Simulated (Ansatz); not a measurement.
Geometry optimisation in Ansatz: input, command and trajectory.

```yaml
crystal:
  lattice:
    - [-4.78687821, 4.78687821, -1.59562607]
    - [-4.78687821, -1.59562607, 4.78687821]
    - [1.59562607, 4.78687821, 4.78687821]
  atoms:
    - { symbol: Cr, position: [0.2974708172, 0.296568117, 0.8003836016], spin: -3.0 }
    - { symbol: Zr, position: [0.106181794, 0.0989653666, 0.6022041062] }
    - { symbol: W, position: [0.0042689359, 0.9988191952, 0.998174148] }
    - { symbol: W, position: [0.4993630989, 0.5000168179, 0.0003747432] }
    - { symbol: W, position: [0.6054128894, 0.097057042, 0.100982211] }
    - { symbol: W, position: [0.1004942632, 0.6015131913, 0.0994775904] }
    - { symbol: W, position: [0.1989060349, 0.1991511926, 0.2001362855] }
    - { symbol: W, position: [0.6955414732, 0.7019258112, 0.1974407628] }
    - { symbol: W, position: [0.7973448942, 0.2999594348, 0.2979082272] }
    - { symbol: W, position: [0.3012558538, 0.8009080584, 0.3006644431] }
    - { symbol: W, position: [0.4018825817, 0.4006074524, 0.3960193146] }
    - { symbol: W, position: [0.5058116562, 0.9963772879, 0.5016654188] }
    - { symbol: W, position: [0.001931218, 0.4995948737, 0.5045366787] }
    - { symbol: W, position: [0.901391588, 0.9012351557, 0.4000802976] }
    - { symbol: W, position: [0.5965835717, 0.6036107634, 0.6028108778] }
    - { symbol: W, position: [0.7040655714, 0.1954939936, 0.7052443507] }
    - { symbol: W, position: [0.1980655811, 0.7009149541, 0.7022395235] }
    - { symbol: W, position: [0.7973916695, 0.8011621893, 0.7989603011] }
    - { symbol: W, position: [0.9014087802, 0.3998220733, 0.8976780481] }
    - { symbol: W, position: [0.404624159, 0.9038204911, 0.897363122] }
  symmetry: { detect: false }
basis:
  ecutwfc: 420
kpoints:
  mp_grid: { grid: [2, 2, 2], shift: [0.5, 0.5, 0.5] }
hamiltonian:
  xc: pbe
scf:
  occupations: { method: gaussian, width: 0.1 }
  lower_state_search: "off"
output:
  forces: true
  stress: true
  eigenvalues: true
  populations: true
magnetization:
  spin_polarized: true
relax:
  adjacent_minimum: "off"
  f_tol: 0.04
  max_steps: 50
  cell: { stress_tol: 0.3 }
```

```bash
ansatz run input.yaml --threads 4 --pin off --max-ram 9216MiB --backend cpu --events-out ev --progress --plain --runs-dir out
```

Level of theory: DFT PBE, scalar-relativistic, plane waves, PAW (Ansatz 0.2.0).

Of 6 frames 5 are shown, positions in Å and forces in eV/Å; the SCF threshold varies from step to step. Steps run on the plane waves of an earlier cell, with a Pulay correction in the pressure. The basis is chosen afresh for the last frame, the zero of the energies, and at times for earlier ones too; energy and pressure can step there, also at an unchanged geometry. Where two frames share a geometry here, they differ by under 2 meV/atom and 0.3 GPa. The mark taken_back stands on steps that the optimiser undid.

```xyz
20
Lattice="-4.7869 4.7869 -1.5956 -4.7869 -1.5956 4.7869 1.5956 4.7869 4.7869" Properties=species:S:1:pos:R:3:forces:R:3 pbc="T T T" step=1 free_energy_over_end_meV_per_atom=21.74 pressure_GPa=-0.35
Cr   -1.5665    4.7821    4.7763   -0.7213    0.5949    0.5302
Zr   -0.0211    3.2330    3.1870   -0.4279   -0.1978    0.3879
W    -3.2089    3.2048    9.5526    0.4739    0.4730    0.7038
W    -4.7833    1.5943    1.5985    0.3124   -0.3277   -0.3713
W    -3.2015    3.2266   -0.0180   -0.0265   -0.6814    0.3979
W    -3.2017   -0.0025    3.1952    0.1913    0.1487   -0.1394
W    -1.5861    1.5924    1.5940   -0.9224   -0.6017   -0.6028
W    -6.3745    3.1546    3.1953   -0.1234    0.8192   -0.1793
W    -4.7773    4.7642    1.5897   -0.3773    0.4918    0.2846
W    -4.7962    1.6034    4.7924    0.0708   -0.0403   -0.1951
W    -3.2095    3.1802    3.1721    0.3928    0.3965    0.4404
W    -6.3903    3.2328    6.3639   -0.4621   -0.2282    0.0146
W    -1.5957    1.6272    4.8036   -0.4100   -0.8584    0.1142
W    -7.9906    4.7920    4.7910    0.6203   -0.4472   -0.6862
W    -4.7833    4.7782    4.8231    0.2575    0.2889   -0.7446
W    -3.1808    6.4343    3.1883    0.2137   -1.3933    0.7582
W    -3.1828    3.1913    6.4007    0.5631    0.8018   -1.0287
W    -6.3772    6.3632    6.3873   -0.1268    0.5668   -0.0930
W    -4.7965    7.9740    4.7727   -0.0037    0.3385    0.0623
W    -4.8315    4.7903    7.9764    0.5055   -0.1443    0.3463
20
Lattice="-4.7630 4.7619 -1.6195 -4.7573 -1.6131 4.7641 1.6182 4.7633 4.7711" Properties=species:S:1:pos:R:3:forces:R:3 pbc="T T T" step=2 free_energy_over_end_meV_per_atom=31.53 pressure_GPa=3.26 taken_back
Cr   -1.6017    4.8155    4.8045    0.0798   -0.3655   -0.0961
Zr   -0.0318    3.1840    3.2324    0.7247    0.2917   -0.4289
W    -3.0877    3.2096    9.6079   -0.7007   -1.0074   -1.1419
W    -4.7348    1.5584    1.5526   -0.7028    0.4054    0.3289
W    -3.1837    3.1275    0.0094    0.1025    0.7540   -0.5012
W    -3.1706   -0.0015    3.1486   -0.3073   -0.1420    0.0351
W    -1.6863    1.5240    1.5165    1.2932    0.6589    0.6363
W    -6.3463    3.2045    3.1306    0.3860   -1.3252    0.0046
W    -4.7806    4.7993    1.5784    0.2683   -0.8871   -0.2471
W    -4.7524    1.5747    4.7338   -0.3362    0.3066    0.2363
W    -3.1353    3.2046    3.1953   -0.6542   -0.7057   -0.7701
W    -6.3605    3.1582    6.3154    0.4715    0.0910    0.0426
W    -1.6197    1.5052    4.7956    0.5639    1.3019   -0.4462
W    -7.8595    4.7010    4.6821   -0.8856    0.5571    1.1137
W    -4.7346    4.7796    4.7059   -0.1653   -0.5462    1.1873
W    -3.1093    6.2295    3.2501   -0.0099    1.7126   -1.1947
W    -3.0928    3.2513    6.2368   -0.5874   -0.9740    1.2882
W    -6.3419    6.3666    6.3418    0.4463   -0.2795    0.1503
W    -4.7457    7.9553    4.7180    0.2494   -0.4445    0.5873
W    -4.7140    4.7153    7.9623   -0.2362    0.5980   -0.7843
20
Lattice="-4.7844 4.7783 -1.6169 -4.7830 -1.6139 4.7830 1.6170 4.7785 4.7846" Properties=species:S:1:pos:R:3:forces:R:3 pbc="T T T" step=3 free_energy_over_end_meV_per_atom=0.59 pressure_GPa=-0.68
Cr   -1.6082    4.8165    4.8117   -0.1342    0.0468    0.0754
Zr   -0.0211    3.2174    3.2153    0.0672   -0.0126   -0.0677
W    -3.1487    3.1909    9.5841    0.0149   -0.0183    0.0099
W    -4.7807    1.5766    1.5728    0.0866   -0.0588   -0.1007
W    -3.1953    3.1760   -0.0112    0.0490    0.0346   -0.0250
W    -3.1963   -0.0034    3.1739    0.0626   -0.0251    0.0217
W    -1.6263    1.5540    1.5549   -0.0569    0.0335   -0.0495
W    -6.3711    3.1704    3.1626   -0.0382    0.0032    0.0712
W    -4.7868    4.7731    1.5830   -0.0258    0.0596    0.0194
W    -4.7866    1.5879    4.7698   -0.0337    0.0043    0.0742
W    -3.1809    3.1802    3.1771   -0.0158    0.0248   -0.0063
W    -6.3873    3.1865    6.3470   -0.0516    0.0328   -0.0165
W    -1.6023    1.5701    4.8020   -0.0609   -0.0480    0.0067
W    -7.9433    4.7441    4.7444    0.0508   -0.0383   -0.1002
W    -4.7611    4.7685    4.7722    0.0042    0.0865   -0.0287
W    -3.1426    6.3438    3.2064    0.0467   -0.1430    0.0416
W    -3.1376    3.2119    6.3315   -0.0099    0.0007    0.0317
W    -6.3565    6.3675    6.3650   -0.0975   -0.0040    0.0320
W    -4.7713    7.9700    4.7515    0.0679   -0.1280    0.1195
W    -4.7727    4.7523    7.9706    0.0746    0.1493   -0.1088
20
Lattice="-4.7739 4.7707 -1.6278 -4.7735 -1.6261 4.7747 1.6277 4.7710 4.7755" Properties=species:S:1:pos:R:3:forces:R:3 pbc="T T T" step=4 free_energy_over_end_meV_per_atom=0.06 pressure_GPa=0.19
Cr   -1.6142    4.8144    4.8121    0.0543   -0.0539   -0.0532
Zr   -0.0084    3.2089    3.2052   -0.0531    0.0586    0.0498
W    -3.1322    3.1692    9.5675    0.0305    0.0010   -0.0003
W    -4.7580    1.5584    1.5523   -0.0443    0.0571    0.0551
W    -3.1817    3.1723   -0.0234   -0.0095    0.0203    0.0060
W    -3.1824   -0.0165    3.1684    0.0047    0.0074    0.0147
W    -1.6214    1.5518    1.5462   -0.0277   -0.0186   -0.0139
W    -6.3539    3.1537    3.1498   -0.0454    0.0499    0.0388
W    -4.7748    4.7652    1.5700    0.0203   -0.0409   -0.0229
W    -4.7742    1.5759    4.7616    0.0169   -0.0225   -0.0324
W    -3.1693    3.1697    3.1649   -0.0041    0.0081    0.0092
W    -6.3690    3.1692    6.3297    0.0080   -0.0009   -0.0245
W    -1.5954    1.5609    4.7928    0.0054   -0.0238   -0.0081
W    -7.9197    4.7203    4.7161    0.0042   -0.0225   -0.0093
W    -4.7445    4.7551    4.7520   -0.0273   -0.0043    0.0005
W    -3.1240    6.3230    3.1914    0.0227   -0.0209    0.0193
W    -3.1233    3.1956    6.3211    0.0170    0.0230   -0.0157
W    -6.3388    6.3462    6.3452    0.0423   -0.0168   -0.0214
W    -4.7424    7.9407    4.7392   -0.0056    0.0092    0.0073
W    -4.7420    4.7429    7.9408   -0.0093   -0.0095    0.0011
20
Lattice="-4.7757 4.7745 -1.6264 -4.7747 -1.6252 4.7750 1.6260 4.7740 4.7755" Properties=species:S:1:pos:R:3:forces:R:3 pbc="T T T" step=6 free_energy_over_end_meV_per_atom=0.00 pressure_GPa=-0.01
Cr   -1.6118    4.8136    4.8081   -0.0033    0.0030    0.0006
Zr   -0.0126    3.2144    3.2083    0.0040   -0.0008   -0.0021
W    -3.1325    3.1730    9.5677   -0.0098   -0.0006    0.0005
W    -4.7632    1.5651    1.5575    0.0012   -0.0055   -0.0022
W    -3.1843    3.1750   -0.0215    0.0035    0.0010   -0.0053
W    -3.1840   -0.0141    3.1684    0.0054   -0.0048    0.0016
W    -1.6241    1.5518    1.5452    0.0022    0.0006   -0.0021
W    -6.3592    3.1605    3.1534    0.0015   -0.0014   -0.0006
W    -4.7762    4.7676    1.5702    0.0000    0.0092    0.0000
W    -4.7757    1.5773    4.7610   -0.0007    0.0019    0.0098
W    -3.1723    3.1730    3.1661    0.0132   -0.0002    0.0023
W    -6.3716    3.1731    6.3286    0.0002    0.0007    0.0101
W    -1.5965    1.5605    4.7925    0.0013    0.0075    0.0001
W    -7.9241    4.7254    4.7184   -0.0062    0.0047    0.0050
W    -4.7478    4.7601    4.7539   -0.0030   -0.0032   -0.0061
W    -3.1251    6.3263    3.1939    0.0022   -0.0014   -0.0026
W    -3.1242    3.2004    6.3202   -0.0017   -0.0009    0.0017
W    -6.3407    6.3514    6.3456   -0.0093    0.0032   -0.0003
W    -4.7460    7.9473    4.7417   -0.0010   -0.0016   -0.0107
W    -4.7457    4.7481    7.9416    0.0003   -0.0114    0.0003
```

The run took 45 s on 4 threads of AMD EPYC 9R45 96-Core Processor (Zen 5), with other jobs on the host, peak memory 1.5 GiB.

The k mesh is coarse. Spin-orbit coupling is left out, which matters for the bands of heavy elements. Only parallel moments were tried here.